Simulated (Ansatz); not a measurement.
Phonon dispersion of Ti3SnO8

The calculation used DFT PBE, scalar-relativistic, plane waves, PAW (Ansatz 0.2.0). Settings: 420 eV plane-wave cutoff, Γ-centred 8×8×4 mesh, fixed occupations. No spin polarisation. Phonons by linear response, acoustic sum rule imposed.

Relaxed structure:
```yaml
crystal:
  lattice:
    - [3.83932, 0.00000, 0.00000]
    - [0.00000, 3.83932, 0.00000]
    - [0.00000, 0.00000, 10.04160]
  atoms:
    - { symbol: Ti, position: [0.00000, 0.00000, 0.00000] }
    - { symbol: Ti, position: [0.00000, 0.50000, 0.23722] }
    - { symbol: Ti, position: [0.50000, 0.00000, 0.76278] }
    - { symbol: Sn, position: [0.50000, 0.50000, 0.50000] }
    - { symbol: O, position: [0.00000, 0.00000, 0.19740] }
    - { symbol: O, position: [0.50000, 0.50000, 0.71678] }
    - { symbol: O, position: [0.00000, 0.50000, 0.43906] }
    - { symbol: O, position: [0.50000, 0.00000, 0.95987] }
    - { symbol: O, position: [0.00000, 0.50000, 0.04013] }
    - { symbol: O, position: [0.50000, 0.00000, 0.56094] }
    - { symbol: O, position: [0.00000, 0.00000, 0.80260] }
    - { symbol: O, position: [0.50000, 0.50000, 0.28322] }
```

The structure comes from a generated guess, relaxed at this level; another structure or a mixture of phases may lie lower. Spin–orbit coupling is left out, which matters for heavy elements. The q mesh is coarse, so values between its points are rough.

Force constants from linear response on a 2×2×1 q mesh.

Path: Γ–X–M–Γ–Z–R–A–Z | X–R | M–A. Only the points of the 2×2×1 mesh were computed; the rest is interpolation, which is rough on so few points. On the mesh no mode is imaginary. Distance along the path (Å⁻¹), then the branches (cm⁻¹, negative for imaginary; the LO field is included):
```
0.000  0 0 0 54 55 68 89 111 116 162 168 181 183 200 214 232 263 264 324 338 362 381 389 420 448 470 489 496 532 586 586 619 629 716 753 790
0.205  25 34 59 80 80 98 111 140 158 173 175 187 188 219 222 249 264 266 318 345 359 376 386 417 446 469 485 497 519 557 586 633 651 732 752 787
0.409  55 72 79 96 113 117 159 176 183 192 198 212 234 242 254 271 281 288 311 348 354 370 397 409 435 460 480 497 501 519 583 659 690 747 752 780
0.614  62 88 102 106 116 140 178 194 206 208 209 250 256 261 277 277 285 315 328 332 366 374 398 413 424 455 478 493 500 502 580 680 714 746 752 772
0.818  64 94 102 111 118 150 182 196 211 215 217 260 267 272 275 279 299 316 319 331 371 392 394 399 432 453 482 485 503 505 579 687 723 742 751 769
1.023  95 106 108 136 160 164 190 206 212 213 227 249 270 286 289 293 304 315 332 336 372 387 400 401 431 454 491 492 500 500 574 698 717 744 748 774
1.227  109 111 132 139 163 165 193 206 247 258 267 272 289 308 311 314 320 328 341 344 373 388 404 415 431 456 486 488 510 516 565 705 722 747 751 778
1.432  87 115 140 140 150 154 190 203 277 280 297 304 308 316 322 333 336 339 348 354 383 405 416 431 446 456 475 484 523 530 558 698 743 749 763 778
1.637  72 115 137 137 145 150 200 200 291 291 298 307 312 313 327 327 334 350 360 360 404 406 430 430 449 469 469 490 528 528 556 695 751 751 768 777
1.926  97 114 136 147 147 163 191 197 264 274 290 296 309 318 322 326 333 336 339 350 380 385 416 424 434 464 473 476 524 531 557 699 738 744 759 779
2.215  83 113 126 133 151 172 189 208 220 238 243 252 254 260 276 292 294 311 334 353 359 360 398 407 423 452 486 492 518 520 559 698 701 738 751 782
2.504  7 71 89 91 120 140 149 156 163 171 183 188 206 220 236 262 268 268 321 344 353 373 386 405 444 466 497 500 516 548 566 652 663 741 747 785
2.794  0 0 0 54 55 68 89 111 116 162 168 181 183 200 214 232 263 264 324 338 362 381 389 420 448 470 489 496 532 586 586 619 629 716 753 790
2.833  6 6 14 54 54 68 68 111 111 162 162 181 181 198 214 214 236 263 263 341 362 362 420 420 448 467 487 496 533 586 586 607 630 688 753 753
2.911  18 18 42 53 53 67 67 110 110 163 163 178 181 181 214 214 253 263 263 337 363 363 420 420 450 466 484 496 538 586 586 598 637 687 753 753
2.989  29 29 51 51 66 66 70 110 110 154 164 164 180 180 214 214 262 262 271 329 364 364 420 420 453 464 481 496 548 586 586 587 644 686 753 753
3.067  37 37 47 47 65 65 95 110 110 130 164 164 180 180 214 214 262 262 285 320 364 364 420 420 456 461 479 496 557 577 586 586 648 684 753 753
3.209  42 50 51 54 67 90 102 110 122 146 168 171 181 184 215 224 262 264 290 319 361 363 411 419 457 461 481 499 554 564 586 598 663 683 753 758
3.413  54 72 79 80 81 112 134 158 187 190 194 195 211 214 224 265 267 286 306 331 353 356 385 413 447 458 484 504 516 536 584 638 688 727 752 772
3.618  60 88 94 100 114 115 172 185 204 211 215 232 241 243 253 274 286 311 338 342 357 366 379 403 429 448 486 495 504 510 581 671 711 746 752 771
3.823  64 94 101 111 117 135 183 194 210 227 238 245 253 263 266 278 302 319 324 332 367 394 395 406 419 439 485 489 503 510 579 687 725 743 751 766
4.027  80 101 106 112 128 155 180 193 217 226 239 244 251 276 277 283 303 319 325 329 368 391 405 408 419 438 485 489 504 509 578 692 726 742 748 768
4.232  105 109 126 138 171 175 191 194 230 236 252 255 275 299 301 307 307 318 329 341 380 382 411 413 418 442 488 498 504 508 570 710 714 744 747 777
4.436  107 116 130 148 163 168 173 195 266 274 294 299 300 311 322 323 332 333 337 345 370 410 411 424 429 442 481 492 519 526 560 702 734 746 757 779
4.641  82 121 137 144 147 149 190 195 287 290 295 307 315 318 327 329 340 346 354 356 389 411 426 427 443 463 472 493 527 529 557 696 749 750 767 777
4.888  85 121 138 143 149 152 188 193 283 289 294 310 314 317 328 329 337 343 350 355 388 406 424 429 442 458 473 492 528 529 557 696 748 748 765 778
5.177  109 115 119 155 158 174 185 187 245 257 280 286 290 292 296 310 322 334 334 351 360 366 409 410 431 436 482 488 524 526 557 703 729 731 754 781
5.466  70 79 101 123 162 168 179 187 193 201 211 215 222 233 246 274 294 299 323 324 349 366 387 395 441 449 497 507 517 527 558 668 705 725 753 780
5.756  50 50 55 60 86 101 108 115 134 153 173 176 183 185 217 234 263 265 292 320 360 362 410 412 456 462 484 500 552 556 581 607 677 682 752 763
5.900  64 94 102 111 118 150 182 196 211 215 217 260 267 272 275 279 299 316 319 331 371 392 394 399 432 453 482 485 503 505 579 687 723 742 751 769
5.979  65 94 102 111 118 148 183 196 211 217 220 258 267 272 272 279 301 316 319 331 370 392 395 400 430 451 484 485 504 506 579 688 724 742 751 768
6.057  65 94 102 112 118 144 184 195 211 220 227 254 265 267 271 279 304 317 319 330 368 392 398 404 426 445 485 486 504 508 579 688 726 742 751 767
6.135  65 94 102 112 118 140 184 195 211 225 236 250 258 267 271 279 305 318 319 329 368 392 401 407 421 439 484 487 505 509 579 689 727 742 751 766
6.213  65 94 102 112 118 138 184 194 211 228 241 247 253 267 271 279 305 319 319 329 368 392 403 408 419 437 484 488 505 510 579 689 728 742 751 765
6.252  72 116 138 138 144 150 199 199 291 291 298 307 312 313 327 327 334 350 359 359 402 407 430 430 449 469 469 490 528 528 556 695 751 751 768 777
6.330  74 117 139 139 142 150 198 198 292 292 295 306 312 316 327 327 337 349 359 359 398 410 429 429 448 470 470 491 528 528 556 695 751 751 768 777
6.409  76 119 139 142 142 149 196 196 293 293 293 305 313 319 327 327 340 349 358 358 394 412 428 428 446 470 470 492 528 528 556 695 751 751 768 777
6.487  77 122 136 144 144 149 194 194 291 293 293 305 313 321 328 328 342 348 358 358 392 414 427 427 444 471 471 493 528 528 556 695 751 751 768 777
```
